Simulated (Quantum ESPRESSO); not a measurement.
# Where does Si sit best among Ge sites?

These are calculations, not measurements. They come from pw.x of Quantum ESPRESSO 7.5, a plane-wave density functional program, with PseudoDojo standard norm-conserving files (v0.5 for PBE, v0.4.1 for LDA and PBEsol). The cells are made up: elements, strain and atom displacements were drawn at random, and nothing was relaxed. There is no spin polarisation, spin-orbit coupling or dispersion term.

The cell has 8 sites of a zincblende or diamond lattice. Sites 1 to 4 hold X X X X; sites 5 to 8 hold Si Si Ge Si. Cell vectors in Å: (5.536, -0.052, -0.026); (-0.052, 5.389, -0.065); (-0.026, -0.065, 5.461). Settings: PBE, cutoff 1061 eV, 6 x 6 x 6 k mesh shifted by half a step, Fermi-Dirac smearing of 0.1 eV.

In each run one of the sites marked X holds Si and the others hold Ge; cell and positions stay the same. E is the free energy of the cell.

| site of the guest | first shell | mean distance (Å) | E above the lowest (eV) | P (GPa) | force on the guest (eV/Å) |
| --- | --- | --- | --- | --- | --- |
| 1 | GeSi3 | 2.328 | 0.000 | 9.26 | 4.104 |
| 2 | GeSi3 | 2.395 | 0.137 | 9.46 | 2.749 |
| 3 | GeSi3 | 2.366 | 0.012 | 9.22 | 4.695 |
| 4 | GeSi3 | 2.400 | 0.152 | 9.44 | 1.979 |

A rerun of one of these cells at 1347 eV and k mesh 8 x 8 x 8 moved values by no more than 0.002 eV in the cell's energy, 0.03 GPa in stress and 0.005 eV/Å in force.

## Reading the table

Site 1 is lowest, by 0.012 eV, over three times the rerun's bound. A straight line of energy against the mean distance has a slope of 2.2 ± 0.8 eV/Å, so the guest costs less on the tighter sites. The positions are random and not relaxed, so the differences hold for this frozen cell and are not site preferences of a real crystal.